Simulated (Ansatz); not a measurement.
Structure types of Zr were relaxed at one common pressure (all-electron LAPW in Ansatz 0.2.0 under LDA, scalar-relativistic, no spin polarisation, zero temperature). They take these volumes:

```
    type  space group  V (Å³/atom)
     hcp     P6_3/mmc        16.86
   omega       P6/mmm        17.02
 diamond        Fd-3m        18.75
beta tin     I4_1/amd        16.83
```

Problem. At about which pressure, and is the densest type also the lowest in enthalpy?

Solution. 38 GPa. The densest is beta tin, and it is 433 meV/atom above omega: its gain in pV doesn't pay for its higher energy here.
